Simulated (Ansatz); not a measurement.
GaAs (zinc blende)

```xyz
2
Lattice="0.0000 2.8730 2.8730 2.8730 0.0000 2.8730 2.8730 2.8730 0.0000" Properties=species:S:1:pos:R:3 pbc="T T T"
As     4.3096     4.3096     4.3096
Ga     0.0000     0.0000     0.0000
```

The slice is a {100} plane (indices of the conventional cell) through the point (0.750, 0.750, 0.750) (fractional), spanned by u = [100] and v = [0 1 -1] in vectors of this cell: u (4.06 Å) and v (4.06 Å, at 90° to u). It covers one period; positions are fractions (u, v).

The numbers are results of PBE (plane waves to 420 eV, PAW, scalar-relativistic; Ansatz, a program for electronic structure), not measurements. k mesh 10×10×10. These are valence fields of a PAW run, semicore shells included where kept as valence: close to a nucleus they are smooth pseudo fields. GaAs was relaxed with its symmetry unable to fall. The PAW data are Ansatz's earlier set.

**Question.** Predict the map of the valence electron density on the slice.

**Answer.** 
```
|999988775544443333332222222222333333444455778899|
|888877665544443333222222222222223333444455667788|
|777766554444333333222222222222223333334444556677|
|555555444444333322222222222222222233334444445555|
|444444444433332222221111111111222222333344444444|
|444444333333222222111111111111112222223333334444|
|333333333322222211111111111111111122222233333333|
|333333332222221111110000000000111111222222333333|
|333322222222111111000000000000001111112222222233|
|222222222211111100000000000000000011111122222222|
|222222222211111100000000000000000011111122222222|
|222222222211111100000000000000000011111122222222|
|222222222211111100000000000000000011111122222222|
|222222222211111100000000000000000011111122222222|
|333322222222111111000000000000001111112222222233|
|333333332222221111110000000000111111222222333333|
|333333333322222211111111111111111122222233333333|
|444444333333222222111111111111112222223333334444|
|444444444433332222221111111111222222333344444444|
|555555444444333322222222222222222233334444445555|
|777766554444333333222222222222223333334444556677|
|888877665544443333222222222222223333444455667788|
|999988775544443333332222222222333333444455778899|
|999988775544443333332222222222333333444455778899|
```
Scale: ten equal steps from -1.87 (start of '0') to 1.66 (end of '9'), in the order '0123456789'. Values: log₁₀ of the valence density in e/Å³. The map has 24 points along u (two characters each, u = 0 at the left) and 24 along v (v = 0 in the bottom row). The scale is logarithmic, as a density can span decades between atoms and voids.
